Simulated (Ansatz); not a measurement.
ZnO:
Space group Pm-3n (No. 223); a = b = c = 5.5798 Å, α = β = γ = 90.00°

```
atom  site  symmetry       x       y       z
----  ----  --------  ------  ------  ------
Zn      6c     -4m.2  0.0000  0.5000  0.2500
O       6d     -4m.2  0.0000  0.2500  0.5000
```

Relaxed with r²SCAN.

Question: Tabulate the valence density and the electron localisation function along the shortest Zn–Zn contact (2.79 Å), r²SCAN (plane waves, PAW; program Ansatz).

Answer: 

| distance from Zn (Å) | density (e/Å³) | ELF |
|---|---|---|
| 0.28 | 20.32 | 0.00 |
| 0.42 | 7.80 | 0.01 |
| 0.56 | 2.62 | 0.04 |
| 0.70 | 1.05 | 0.09 |
| 0.84 | 0.55 | 0.12 |
| 0.98 | 0.33 | 0.10 |
| 1.12 | 0.24 | 0.09 |
| 1.26 | 0.20 | 0.08 |
| 1.39 | 0.19 | 0.08 |
| 1.53 | 0.20 | 0.08 |
| 1.67 | 0.24 | 0.09 |
| 1.81 | 0.33 | 0.10 |
| 1.95 | 0.55 | 0.12 |
| 2.09 | 1.05 | 0.09 |
| 2.23 | 2.62 | 0.04 |
| 2.37 | 7.80 | 0.01 |
| 2.51 | 20.32 | 0.00 |

The density is the valence pseudo-density with augmentation charge, so density and ELF within about 1 Å of a nucleus are not all-electron values.

The start of the workflow was typed in or built on a structure type; neither database checked (COD, Materials Project) lists it. It is not the phase usual at ambient conditions (space group No. 186). The r²SCAN relaxation kept the symmetry of its start; whether a distortion lowers the energy is not shown.

Potentials: the earlier of the program's two PAW sets.
